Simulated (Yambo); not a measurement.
# How GW settings move the gap: NaAlS2O8

G0W0@PBEsol for NaAlS2O8 (space group C2/m, No. 12) in Yambo. Reference settings: 2×2×2 Γ-centred k mesh, bands 2 to 222 and a 7 Ry block in the screening, 222 bands in G with the Bruneval-Gonze terminator, plasmon pole fitted at 27.2 eV. The PBEsol gap (-0.5, -0.5, 0) → Γ on this mesh is 5.53 eV; G0W0 gaps are taken between the same points.

```
change from the reference       G0W0 gap (-0.5, -0.5, 0) → Γ (eV)  shift of the valence edge (eV)        rough Yambo cost
------------------------------  ---------------------------------  ------------------------------  ----------------------
reference settings                                           8.51                           -1.60                       1
91 bands in W, 91 bands in G                                 8.77                           -1.48               about 1/2
147 bands in W, 147 bands in G                               8.56                           -1.54  within a factor of two
91 bands in G                                                8.53                           -1.58                       –
147 bands in G                                               8.50                           -1.59                       –
110 bands in W                                               8.66                           -1.52  within a factor of two
3 Ry block                                                   8.59                           -1.69  within a factor of two
2 Ry block                                                   9.01                           -2.03  within a factor of two
6 Ry block                                                   8.49                           -1.59  within a factor of two
pole fitted at 55 eV                                         8.55                           -1.67                       –
no random integration                                        8.46                           -1.49                       –
2×2×1 mesh                                                   8.48                           -1.55               about 1/3
91 bands in G, no terminator                                 8.34                           -0.94                       –
147 bands in G, no terminator                                8.37                           -1.20                       –
no terminator                                                8.45                           -1.38                       –
```

The reference isn't shown to be the converged limit. Costs are rough (shared machines), scaled to the same edge states, and given only for runs that recompute the screening.

Geometry of the Materials Project entry, not relaxed at this level; primitive cell a = b = 4.7108 Å, c = 7.3088 Å, α = β = 92.54°, γ = 65.06°.

The structure is a Materials Project entry; no match was found in the copy of COD used, and its stability was not checked.

A shift is the quasiparticle energy of the state minus its PBEsol energy.
